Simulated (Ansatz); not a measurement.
# What a change of settings does: TiB

First run: DFT, r2SCAN, PAW with Ansatz's default frozen-core files, scalar-relativistic (Ansatz 0.2.0).

Command: `ansatz run input.yaml --threads 1 --pin off --max-ram 2048MiB --backend cpu --events-out ev --progress --plain --runs-dir out` It took 16 s on 1 thread of Intel(R) Xeon(R) Platinum 8259CL CPU @ 2.50GHz (Skylake/Cascade Lake), with other jobs on the host, peak memory 0.46 GiB.

```yaml
crystal:
  lattice:
    - [0.0, 2.101, 2.101]
    - [2.101, 0.0, 2.101]
    - [2.101, 2.101, 0.0]
  atoms:
    - { symbol: Ti, position: [0.205, 0.205, 0.205] }
    - { symbol: B, position: [0.045, 0.045, 0.045] }
kpoints:
  mp_grid: { grid: [12, 12, 12] }
scf:
  occupations: { method: fermi_dirac, width: 0.05 }
hamiltonian:
  xc: r2scan
  pseudopotentials: { kind: paw }
output:
  forces: true
  stress: true
  eigenvalues: true
  efg: { contact_densities: true }
  populations: true
  write_density: true
  write_potential: true
  elf: true
  volumetric_format: npy
```

The cell is entry 1511332 of the Crystallography Open Database, unrelaxed.

This run: one bond, the shortest of the undistorted cell, set to 1.164 Å.

It converges in 9 SCF iterations at a pressure of 181.9 GPa, largest force 44.765 eV/Å, cutoff 500 eV.

The input is then changed:

```diff
   occupations: { method: fermi_dirac, width: 0.05 }
+  eigensolver: { kind: davidson }
 hamiltonian:
   populations: true
-  write_density: true
-  write_potential: true
-  elf: true
-  volumetric_format: npy
+basis:
+  xc_grid: 2
+  precision: f64
```

**Question.** What does the second run give?

**Answer.** It converges in 8 SCF iterations at a pressure of 181.9 GPa, largest force 44.764 eV/Å, cutoff 500 eV, free energy 0.0 meV/atom against the first run's.
